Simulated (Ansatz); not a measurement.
Data:

MgTlF3:
```cif
data_F3MgTl
_chemical_formula_sum 'Mg1 Tl1 F3'
_space_group_name_H-M_alt 'Pm-3m'
_space_group_IT_number 221
_space_group_name_Hall '-P 4 2 3'
_cell_length_a 4.08023
_cell_length_b 4.08023
_cell_length_c 4.08023
_cell_angle_alpha 90.000
_cell_angle_beta 90.000
_cell_angle_gamma 90.000
loop_
_atom_site_label
_atom_site_type_symbol
_atom_site_symmetry_multiplicity
_atom_site_Wyckoff_symbol
_atom_site_fract_x
_atom_site_fract_y
_atom_site_fract_z
_atom_site_occupancy
Mg1 Mg 1 a 0.00000 0.00000 0.00000 1
Tl1 Tl 1 b 0.50000 0.50000 0.50000 1
F1 F 3 d 0.00000 0.00000 0.50000 1
```

This is the r²SCAN-relaxed structure.

Task: All from r²SCAN (plane waves, PAW; program Ansatz), unless another level is named. Predict the electron effective mass with spin–orbit coupling.

Result: 0.25, 0.75, 0.75 mₑ (principal values).

Task: Next, the gap with spin–orbit coupling?

Result: 4.41 eV.

Task: What about the HSE06 gap on the r²SCAN cell?

Result: 5.24 eV.

Task: What about the conduction-band minimum?

Result: at X (3 equivalent valleys).

The first step of the workflow began from a Materials Project structure, measured or hypothetical; the Crystallography Open Database copy checked does not list it. Whether it is the stable phase at ambient conditions was not checked. Symmetry was held in the r²SCAN relaxation; whether a distortion lowers the energy is not shown. Spin–orbit coupling is left out wherever it is not named.

Potentials: the later of the program's two PAW sets.
